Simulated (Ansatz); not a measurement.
Consider the following.

GaAs:
Space group F-43m (No. 216); a = b = c = 5.7445 Å, α = β = γ = 90.00°

```tsv
atom	site	symmetry	x	y	z
As	4c	-43m	0.2500	0.2500	0.2500
Ga	4a	-43m	0.0000	0.0000	0.0000
```
(The calculation used a cell of 2 atoms; values per cell refer to that cell.)

This is the PBE-relaxed structure.

All from PBE (plane waves, PAW; program Ansatz), unless another level is named. Give the hole effective mass, band 2 of 3 at the edge.

0.37 along [100], 0.37 along [110], 0.85 along [111] (mₑ).

Next, the hole effective mass, band 3 of 3 at the edge?

0.010 along [100], 0.010 along [110], 0.010 along [111] (mₑ).

What about the Z2 indices of the occupied bands with spin–orbit coupling?

0;(000).

Next, the weight of the valence-edge state by species (Voronoi cells)?

As 76 %, Ga 24 %.

Symmetry was held in the PBE relaxation; phonons on a q-mesh show no instability. Spin–orbit coupling is left out wherever it is not named.

Potentials: the later of the program's two PAW sets.

Edges and masses are those of Kohn–Sham bands, whose gap is no quasiparticle gap.
